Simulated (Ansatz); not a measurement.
Given:

TiZn:
```yaml
crystal:
  lattice:
    - [3.12080, 0.00000, 0.00000]
    - [0.00000, 3.12080, 0.00000]
    - [0.00000, 0.00000, 3.12080]
  atoms:
    - { symbol: Ti, position: [0.50000, 0.50000, 0.50000] }
    - { symbol: Zn, position: [0.00000, 0.00000, 0.00000] }
```

This is the r²SCAN-relaxed structure.

Question: All from r²SCAN (plane waves, PAW; program Ansatz), unless another level is named. Estimate the formation energy from the elements (no fitted shifts).

Answer: -22 kJ/mol of atoms.

Question: What about the density of states at the Fermi level?

Answer: 0.13 states/eV per atom (mean over ±0.08 eV).

Space group Pm-3m (CsCl type). The first step of the workflow began from a Materials Project structure, measured or hypothetical; the Crystallography Open Database copy checked does not list it. With Ti and Zn taken as one species the cell has the higher symmetry Im-3m, so it may be an ordered model of a mixed-site phase. Whether it is the stable phase at ambient conditions was not checked. Symmetry was held in the r²SCAN relaxation; its stability against distortions is not shown here. The run is not spin-polarised. The references are the lowest solids computed at this level, not always the standard phases.

Potentials: the later of the program's two PAW sets.
